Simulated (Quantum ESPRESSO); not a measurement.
# Hf2TiO4F4: one run as intended and one with a planted mistake

A calculation, not a measurement. The program is pw.x of Quantum ESPRESSO 7.5 (plane-wave density functional theory). The cell is made up: 11 atoms on a fluorite lattice with one site empty, with randomly drawn elements, strain and displacements, not relaxed. PseudoDojo standard norm-conserving files (v0.5 for PBE, v0.4.1 for LDA and PBEsol) set the functional; there is no spin polarisation, spin-orbit coupling or dispersion term, and the masses in the input are unused placeholders.

The hafnium pseudopotential is less sure than the others, with forces about 3 percent (worst 6) and pressure in oxides about 1.5 GPa (worst 2.7) from a second method in checks, which no rerun with the same files tests.

Intended input:

```
&control calculation='scf', pseudo_dir='./dojo.nc.sr.pbe.v0_5.standard.upf', outdir='./o', disk_io='low', tprnfor=.true., tstress=.true. /
&system ibrav=0, nat=11, ntyp=4, nbnd=50, ecutwfc=84.00895049, nosym=.true., tot_charge=0,
 occupations='smearing', smearing='fd', degauss=0.0018374661
/
&electrons conv_thr=7.350e-09, electron_maxstep=60, /
ATOMIC_SPECIES
F 1.0 F.upf
Hf 1.0 Hf.upf
O 1.0 O.upf
Ti 1.0 Ti.upf
CELL_PARAMETERS angstrom
4.9616 0.0 0.0
0.0 4.9616 0.0
0.0 0.0 4.9616
ATOMIC_POSITIONS angstrom
Hf -0.0238 2.5249 2.4735
Hf 2.4373 0.0166 2.4887
Ti 2.4376 2.5023 0.0588
O 1.2234 1.2211 1.1785
O 1.2451 1.247 3.6608
F 1.2721 3.7051 1.2601
F 1.2853 3.7387 3.6861
O 3.6843 1.2361 1.1969
F 3.7699 1.2316 3.6545
F 3.7643 3.7045 1.2769
O 3.718 3.7703 3.7754
K_POINTS automatic
5 5 5 1 1 1
```

The log is shortened where brackets say so; the opening notice, blank lines, dates and the lines on written files are dropped, and the path of the files is cut. It prints rydbergs, bohrs and kilobars, and counts compression as positive stress. Where no state is partly filled, the Fermi energy that it prints is only some level between the filled and the empty states on the mesh, and need not lie in the true gap.

Log of the intended run:

```
     Program PWSCF v.7.5
     Parallel version (MPI & OpenMP), running on       4 processor cores
     Number of MPI processes:                 4
     Threads/MPI process:                     1
     [start-up lines left out]
     bravais-lattice index     =            0
     lattice parameter (alat)  =       9.3761  a.u.
     unit-cell volume          =     824.2555 (a.u.)^3
     number of atoms/cell      =           11
     number of atomic types    =            4
     number of electrons       =        88.00
     number of Kohn-Sham states=           50
     kinetic-energy cutoff     =      84.0090  Ry
     charge density cutoff     =     336.0358  Ry
     scf convergence threshold =      7.3E-09
     mixing beta               =       0.7000
     number of iterations used =            8  plain     mixing
     Exchange-correlation= PBE
                           (   1   4   3   4   0   0   0)
     [axes and pseudopotential details left out]
   Cartesian axes
     site n.     atom                  positions (alat units)
         1        Hf     tau(   1) = (  -0.0047968   0.5088883   0.4985287  )
         2        Hf     tau(   2) = (   0.4912327   0.0033457   0.5015922  )
         3        Ti     tau(   3) = (   0.4912931   0.5043333   0.0118510  )
         4        O      tau(   4) = (   0.2465737   0.2461101   0.2375242  )
         5        O      tau(   5) = (   0.2509473   0.2513302   0.7378265  )
         6        F      tau(   6) = (   0.2563891   0.7467551   0.2539705  )
         7        F      tau(   7) = (   0.2590495   0.7535271   0.7429257  )
         8        O      tau(   8) = (   0.7425629   0.2491333   0.2412327  )
         9        F      tau(   9) = (   0.7598154   0.2482264   0.7365568  )
        10        F      tau(  10) = (   0.7586867   0.7466342   0.2573565  )
        11        O      tau(  11) = (   0.7493550   0.7598960   0.7609239  )
     number of k points=    63  Fermi-Dirac smearing, width (Ry)=  0.0018
                       cart. coord. in units 2pi/alat
        k(    1) = (   0.1000000   0.1000000   0.1000000), wk =   0.0320000
        k(    2) = (   0.1000000   0.1000000   0.3000000), wk =   0.0320000
     [further k points left out]
     Dense  grid:    85735 G-vectors     FFT dimensions: (  60,  60,  60)
     Estimated max dynamical RAM per process >     275.20 MB
     Estimated total dynamical RAM >       1.01 GB
     Initial potential from superposition of free atoms
     starting charge      87.9947, renormalised to      88.0000
     Starting wfcs are   62 randomized atomic wfcs
     total cpu time spent up to now is        4.7 secs
     per-process dynamical memory:   214.0 Mb
     Self-consistent Calculation
     iteration #  1     ecut=    84.01 Ry     beta= 0.70
     Davidson diagonalization with overlap
     ethr =  1.00E-02,  avg # of iterations =  2.0
     total cpu time spent up to now is       12.7 secs
     total energy              =    -672.72313093 Ry
     estimated scf accuracy    <       4.16772629 Ry
     iteration #  2     ecut=    84.01 Ry     beta= 0.70
     Davidson diagonalization with overlap
     ethr =  4.74E-03,  avg # of iterations =  5.8
     total cpu time spent up to now is       25.3 secs
     total energy              =    -668.09588480 Ry
     estimated scf accuracy    <      60.18762273 Ry
     [iterations 3 to 15 left out]
     iteration # 16     ecut=    84.01 Ry     beta= 0.70
     Davidson diagonalization with overlap
     ethr =  9.81E-11,  avg # of iterations =  5.0
     total cpu time spent up to now is      158.7 secs
     total energy              =    -674.99360358 Ry
     estimated scf accuracy    <       0.00000002 Ry
     iteration # 17     ecut=    84.01 Ry     beta= 0.70
     Davidson diagonalization with overlap
     ethr =  1.73E-11,  avg # of iterations =  2.1
     total cpu time spent up to now is      166.7 secs
     End of self-consistent calculation
     [lines on levels left out]
     the Fermi energy is    10.3354 ev
!    total energy              =    -674.99360358 Ry
     estimated scf accuracy    <          1.7E-09 Ry
     smearing contrib. (-TS)   =      -0.00000002 Ry
     internal energy E=F+TS    =    -674.99360356 Ry
     The total energy is F=E-TS. E is the sum of the following terms:
     one-electron contribution =    -204.61418428 Ry
     hartree contribution      =     150.82534779 Ry
     xc contribution           =    -152.39681892 Ry
     ewald contribution        =    -468.80794815 Ry
     convergence has been achieved in  17 iterations
     Forces acting on atoms (cartesian axes, Ry/au):
     atom    1 type  2   force =    -0.01675250   -0.15221421    0.03489341
     atom    2 type  2   force =     0.04270563    0.16209238    0.00946541
     atom    3 type  4   force =     0.02433173   -0.19138406   -0.00176875
     atom    4 type  3   force =     0.03497079    0.08200761    0.00119914
     atom    5 type  3   force =     0.06801261    0.07185186   -0.00473943
     atom    6 type  1   force =     0.01554462    0.00126556   -0.02176964
     atom    7 type  1   force =    -0.02797932   -0.01886215    0.01855953
     atom    8 type  3   force =    -0.04276476    0.08368526    0.01300098
     atom    9 type  1   force =    -0.02035658    0.01954285    0.01224194
     atom   10 type  1   force =    -0.03082956    0.01821409   -0.02863192
     atom   11 type  3   force =    -0.04688266   -0.07619919   -0.03245066
     Total force =     0.362140     Total SCF correction =     0.000080
     Computing stress (Cartesian axis) and pressure
          total   stress  (Ry/bohr**3)                   (kbar)     P=       24.73
   0.00031660   0.00023988   0.00002113           46.57       35.29        3.11
   0.00023988   0.00008708   0.00026801           35.29       12.81       39.43
   0.00002113   0.00026801   0.00010061            3.11       39.43       14.80
     init_run     :      4.44s CPU      4.64s WALL (       1 calls)
     electrons    :    160.82s CPU    162.01s WALL (       1 calls)
     forces       :      1.77s CPU      1.79s WALL (       1 calls)
     stress       :      6.08s CPU      6.08s WALL (       1 calls)
     [timing details left out]
     PWSCF        :   2m53.25s CPU   2m54.72s WALL
     JOB DONE.
```

A second run has one planted mistake: two atoms have their elements exchanged. The input lines that differ, file-writing options aside:

```
- F 3.7699 1.2316 3.6545
+ O 3.7699 1.2316 3.6545
- O 3.718 3.7703 3.7754
+ F 3.718 3.7703 3.7754
```

Its log:

```
     Program PWSCF v.7.5
     Parallel version (MPI & OpenMP), running on       4 processor cores
     Number of MPI processes:                 4
     Threads/MPI process:                     1
     [start-up lines left out]
     bravais-lattice index     =            0
     lattice parameter (alat)  =       9.3761  a.u.
     unit-cell volume          =     824.2555 (a.u.)^3
     number of atoms/cell      =           11
     number of atomic types    =            4
     number of electrons       =        88.00
     number of Kohn-Sham states=           50
     kinetic-energy cutoff     =      84.0090  Ry
     charge density cutoff     =     336.0358  Ry
     scf convergence threshold =      7.3E-09
     mixing beta               =       0.7000
     number of iterations used =            8  plain     mixing
     Exchange-correlation= PBE
                           (   1   4   3   4   0   0   0)
     [axes and pseudopotential details left out]
   Cartesian axes
     site n.     atom                  positions (alat units)
         1        Hf     tau(   1) = (  -0.0047968   0.5088883   0.4985287  )
         2        Hf     tau(   2) = (   0.4912327   0.0033457   0.5015922  )
         3        Ti     tau(   3) = (   0.4912931   0.5043333   0.0118510  )
         4        O      tau(   4) = (   0.2465737   0.2461101   0.2375242  )
         5        O      tau(   5) = (   0.2509473   0.2513302   0.7378265  )
         6        F      tau(   6) = (   0.2563891   0.7467551   0.2539705  )
         7        F      tau(   7) = (   0.2590495   0.7535271   0.7429257  )
         8        O      tau(   8) = (   0.7425629   0.2491333   0.2412327  )
         9        O      tau(   9) = (   0.7598154   0.2482264   0.7365568  )
        10        F      tau(  10) = (   0.7586867   0.7466342   0.2573565  )
        11        F      tau(  11) = (   0.7493550   0.7598960   0.7609239  )
     number of k points=    63  Fermi-Dirac smearing, width (Ry)=  0.0018
                       cart. coord. in units 2pi/alat
        k(    1) = (   0.1000000   0.1000000   0.1000000), wk =   0.0320000
        k(    2) = (   0.1000000   0.1000000   0.3000000), wk =   0.0320000
     [further k points left out]
     Dense  grid:    85735 G-vectors     FFT dimensions: (  60,  60,  60)
     Estimated max dynamical RAM per process >     275.20 MB
     Estimated total dynamical RAM >       1.01 GB
     Initial potential from superposition of free atoms
     starting charge      87.9947, renormalised to      88.0000
     Starting wfcs are   62 randomized atomic wfcs
     total cpu time spent up to now is        4.7 secs
     per-process dynamical memory:   214.0 Mb
     Self-consistent Calculation
     iteration #  1     ecut=    84.01 Ry     beta= 0.70
     Davidson diagonalization with overlap
     ethr =  1.00E-02,  avg # of iterations =  2.0
     total cpu time spent up to now is       12.9 secs
     total energy              =    -672.50347696 Ry
     estimated scf accuracy    <       4.41519375 Ry
     iteration #  2     ecut=    84.01 Ry     beta= 0.70
     Davidson diagonalization with overlap
     ethr =  5.02E-03,  avg # of iterations =  6.3
     total cpu time spent up to now is       25.6 secs
     total energy              =    -667.89923828 Ry
     estimated scf accuracy    <      66.24953880 Ry
     [iterations 3 to 15 left out]
     iteration # 16     ecut=    84.01 Ry     beta= 0.70
     Davidson diagonalization with overlap
     ethr =  1.22E-10,  avg # of iterations =  2.0
     total cpu time spent up to now is      165.3 secs
     total energy              =    -674.94702952 Ry
     estimated scf accuracy    <       0.00000002 Ry
     iteration # 17     ecut=    84.01 Ry     beta= 0.70
     Davidson diagonalization with overlap
     ethr =  2.53E-11,  avg # of iterations =  4.6
     total cpu time spent up to now is      174.4 secs
     End of self-consistent calculation
     [lines on levels left out]
     the Fermi energy is    10.7212 ev
!    total energy              =    -674.94702952 Ry
     estimated scf accuracy    <          2.3E-09 Ry
     smearing contrib. (-TS)   =      -0.00002477 Ry
     internal energy E=F+TS    =    -674.94700475 Ry
     The total energy is F=E-TS. E is the sum of the following terms:
     one-electron contribution =    -205.18117299 Ry
     hartree contribution      =     151.26224137 Ry
     xc contribution           =    -152.44040665 Ry
     ewald contribution        =    -468.58766649 Ry
     convergence has been achieved in  17 iterations
     Forces acting on atoms (cartesian axes, Ry/au):
     atom    1 type  2   force =    -0.01765116   -0.29390599    0.03742401
     atom    2 type  2   force =     0.04175951    0.30609783    0.00826374
     atom    3 type  4   force =     0.01872691   -0.32948527    0.00132418
     atom    4 type  3   force =     0.03652647    0.08404143    0.00853554
     atom    5 type  3   force =     0.05594047    0.07148400   -0.00413770
     atom    6 type  1   force =     0.01393719    0.00803137   -0.02982514
     atom    7 type  1   force =    -0.01196491   -0.01618221    0.02469798
     atom    8 type  3   force =    -0.04965742    0.08671368   -0.00324305
     atom    9 type  3   force =    -0.04955879    0.07385978   -0.02112774
     atom   10 type  1   force =    -0.03086705    0.02571587   -0.01954027
     atom   11 type  1   force =    -0.00719122   -0.01637049   -0.00237153
     Total force =     0.576262     Total SCF correction =     0.000094
     Computing stress (Cartesian axis) and pressure
          total   stress  (Ry/bohr**3)                   (kbar)     P=       35.69
   0.00043103   0.00002495  -0.00000114           63.41        3.67       -0.17
   0.00002495   0.00002036  -0.00003111            3.67        2.99       -4.58
  -0.00000114  -0.00003111   0.00027649           -0.17       -4.58       40.67
     init_run     :      4.43s CPU      4.64s WALL (       1 calls)
     electrons    :    168.26s CPU    169.76s WALL (       1 calls)
     forces       :      1.84s CPU      1.86s WALL (       1 calls)
     stress       :      6.21s CPU      6.22s WALL (       1 calls)
     [timing details left out]
     PWSCF        :   3m 0.87s CPU   3m 2.64s WALL
     JOB DONE.
```

|  | intended run | run with the mistake |
| --- | --- | --- |
| free energy (eV) | -9183.756 | -9183.122 |
| smearing term -TS (eV) | 0.0000 | -0.0003 |
| pressure (GPa) | 2.47 | 3.57 |
| largest force component (eV/Å) | 4.921 | 8.471 |
| largest change of a force component (eV/Å) |  | 3.703 |
| iterations | 17 | 17 |

For scale, a rerun of the intended cell at a cutoff of 1437 eV and k mesh 7 x 7 x 7 moved values by no more than 0.003 eV in energy, 0.03 GPa in stress and 0.003 eV/Å in force.